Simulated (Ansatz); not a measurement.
The relaxed structure here is a generated cell of ScAu: the first start was made by placing the elements on the sites of a structure type, and the end was not matched to a known phase here, so it may be hypothetical.

One starting cell of ScAu (a generated trial cell of ScAu in the AFLOW prototype AB_hR6_160_b_b (B13, as in NiS)) was relaxed twice with Ansatz (plane waves, PAW, scalar-relativistic): with PBEsol at 420 eV and with PBE at 420 eV. The PBEsol result:

```yaml
crystal:
  lattice:
    - [5.89556, 3.40380, 1.09471]
    - [-5.89556, 3.40380, 1.09471]
    - [0.00000, -6.80761, 1.09471]
  atoms:
    - { symbol: Sc, position: [0.01735, 0.01735, 0.63502] }
    - { symbol: Sc, position: [0.01735, 0.63502, 0.01735] }
    - { symbol: Sc, position: [0.63502, 0.01735, 0.01735] }
    - { symbol: Au, position: [0.32444, 0.32444, 0.56820] }
    - { symbol: Au, position: [0.32444, 0.56820, 0.32444] }
    - { symbol: Au, position: [0.56820, 0.32444, 0.32444] }
```

```csv
quantity,PBEsol,PBE
space group,R3m,R3m
volume (Å³/atom),21.97,23.11
a (Å),11.791,11.919
c (Å),3.284,3.381
"gap (eV, no spin-orbit coupling)",0.00,0.00
```

Both levels end in the same structure; PBE's volume is 5.2 % larger. Neither column is exact.

No spin polarisation in the result.

The run could not lose the symmetry of its start: the end is stationary, and may be a saddle point rather than a minimum.

Ansatz is an electronic-structure program.
